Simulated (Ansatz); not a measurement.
In4SbAs3 as one 8-atom ordering (P3m1) on the wurtzite lattice, relaxed with r2SCAN. The symmetry is P3m1 (No. 156, trigonal); conventional cell a = 4.390 Å, c = 14.456 Å, 30.16 Å³ an atom. As is surrounded by 4 In at 2.66–2.67 Å; As is surrounded by 4 In at 2.64–2.67 Å; Sb is surrounded by 4 In at 2.77–2.84 Å; In is surrounded by 4 As at 2.66–2.67 Å; In is surrounded by 1 As at 2.64 Å and 3 Sb at 2.77 Å; In is surrounded by 3 As at 2.67 Å and 1 Sb at 2.84 Å.

```cif
data_structure
_symmetry_space_group_name_H-M 'P3m1'
_symmetry_Int_Tables_number 156
_cell_length_a 4.3900
_cell_length_b 4.3900
_cell_length_c 14.4561
_cell_angle_alpha 90.000
_cell_angle_beta 90.000
_cell_angle_gamma 120.000
_cell_volume 241.27
loop_
_atom_site_label
_atom_site_type_symbol
_atom_site_symmetry_multiplicity
_atom_site_Wyckoff_symbol
_atom_site_fract_x
_atom_site_fract_y
_atom_site_fract_z
_atom_site_occupancy
As1 As 1 c 0.66667 0.33333 0.99297 1
As2 As 1 c 0.66667 0.33333 0.50742 1
As3 As 1 b 0.33333 0.66667 0.75008 1
Sb1 Sb 1 b 0.33333 0.66667 0.24805 1
In1 In 1 c 0.66667 0.33333 0.80898 1
In2 In 1 c 0.66667 0.33333 0.32454 1
In3 In 1 b 0.33333 0.66667 0.56624 1
In4 In 1 b 0.33333 0.66667 0.05172 1
```

The questions ask for values computed with Ansatz 0.2.0 on this geometry. All values are calculated for a non-magnetic cell, which may be hypothetical.

Given (6×6×2 mesh): With PBE the bands overlap by 0.01 eV (counted from 1, band 56 peaks at Γ and band 57 bottoms out at Γ–A (0.50 of the way from Γ)): no gap.

(1) What does PBE+SOC give for the gap (6×6×2 mesh)?

(2) Estimate the gap with r2SCAN on 6×6×2.

(3) What do these levels agree on?

Answers

(1) With PBE+SOC the valence top lies at A and the conduction bottom at Γ, 0.02 eV higher; the smallest vertical gap, at A, is 0.07 eV. (With 0.02 eV of smearing so small a gap leaves both edges partly filled, and it could close between the points sampled.)

(2) With r2SCAN the gap closes, the bands meeting at Γ.

(3) The levels disagree on the kind of gap: indirect with PBE+SOC; zero gap with r2SCAN; no gap with PBE.

Only the levels marked +SOC include spin-orbit coupling.

Small gaps with spin-orbit coupling can be splittings of inverted bands, not the fundamental gap; semilocal functionals often invert bands that the real crystal keeps in order.
